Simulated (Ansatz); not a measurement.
KIO3 in space group R3c (No. 161; K on 6a, I on 6a, O on 18b), plane-wave PAW PBEsol (Ansatz code), all energies at zero smearing, with the estimated change up to a 700 eV cutoff added, with one set of potentials and settings (totals compare only within such a set). Cell of 10 atoms (2 K, 2 I, 6 O): -21256.335 eV.

| element | reference phase | E (eV/atom) |
|---|---|---|
| K | Im-3m, 1 atoms in the cell | -1516.0300 |
| I | Cmce, 4 atoms in the cell | -7432.2899 |
| O | C2/m, 4 atoms in the cell, spin-polarised | -558.3554 |

Formation energy per atom, worked out: (-21256.335 − 2×(-1516.0300) − 2×(-7432.2899) − 6×(-558.3554))/10 = -0.956 eV/atom (-92 kJ per mol of atoms), at 0 K, without zero-point energy or fitted corrections.

The first step of the workflow began from a Materials Project structure, measured or hypothetical; the Crystallography Open Database copy checked does not list it. COD files the formula under space group No. 1, 160, so this cell is another polymorph or a model. Whether it is the stable phase at ambient conditions was not checked. The PBEsol relaxation kept the symmetry of its start; its stability against distortions is not shown here. The references are the lowest solids computed at this level, not always the standard phases (solids in place of the gases). Spin–orbit coupling is left out wherever it is not named.

Potentials: the later of the program's two PAW sets.
